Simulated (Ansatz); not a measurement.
SrNbO3:
```
CELL_PARAMETERS angstrom
      5.65589     0.00000     0.00000
      0.00000     8.04815     0.00000
      0.00000     0.00000     5.65698
ATOMIC_POSITIONS crystal
  Sr 0.98530 0.75000 0.00022
  Sr 0.01470 0.25000 0.99978
  Sr 0.51470 0.25000 0.50022
  Sr 0.48530 0.75000 0.49978
  Nb 0.00000 0.50000 0.50000
  Nb 0.50000 0.50000 0.00000
  Nb 0.50000 0.00000 0.00000
  Nb 0.00000 0.00000 0.50000
  O  0.27853 0.48332 0.72138
  O  0.72147 0.51668 0.27862
  O  0.22147 0.51668 0.22138
  O  0.77853 0.48332 0.77862
  O  0.77853 0.01668 0.77862
  O  0.22147 0.98332 0.22138
  O  0.72147 0.98332 0.27862
  O  0.27853 0.01668 0.72138
  O  0.49571 0.25000 0.03316
  O  0.50429 0.75000 0.96684
  O  0.00429 0.75000 0.53316
  O  0.99571 0.25000 0.46684
```

Relaxed with PBEsol. Special points in fractions of this cell's reciprocal vectors: Γ (0.000, 0.000, 0.000); X (0.500, 0.000, 0.000); S (0.500, 0.500, 0.000); Y (0.000, 0.500, 0.000); Z (0.000, 0.000, 0.500); U (0.500, 0.000, 0.500); R (0.500, 0.500, 0.500); T (0.000, 0.500, 0.500).

Q: List the band energies nearest the Fermi level at these points for the program Ansatz at the PBEsol level (PAW).

A: In eV from the Fermi level; about four levels below and three above (degenerate sets whole), none deeper than 8.9 eV; points with the same levels are listed once.

| k | below | above |
|---|---|---|
| Γ | -1.20 -1.20 -1.09 -0.84 | 1.22 1.31 1.37 |
| X | -4.28 -4.28 -4.18 -4.18 | 0.10 0.10 0.28 0.28 |
| S | -4.23 -4.23 -4.23 -4.23 | 0.78 0.78 0.78 0.78 |
| Y | -3.86 -3.86 -0.98 -0.98 | 0.08 0.08 0.11 0.11 |
| Z | -4.31 -4.31 -4.15 -4.15 | 0.12 0.12 0.24 0.24 |
| U | -3.80 -3.80 -0.91 -0.91 | 1.17 1.17 1.20 1.20 |
| R | -4.24 -4.24 -4.24 -4.24 | 0.28 0.28 0.28 0.28 |
| T | -4.23 -4.23 -4.23 -4.23 | 0.73 0.73 0.81 0.81 |

Space group Pnma. The workflow started from a Materials Project entry (that database holds measured and hypothetical structures alike); the Crystallography Open Database files this formula in space group No. 62, but the cells were not matched. Whether it is the stable phase at ambient conditions was not checked. Symmetry was held in the PBEsol relaxation; whether a distortion lowers the energy is not shown. The run is not spin-polarised. Spin–orbit coupling is left out wherever it is not named.

Potentials: the later of the program's two PAW sets.
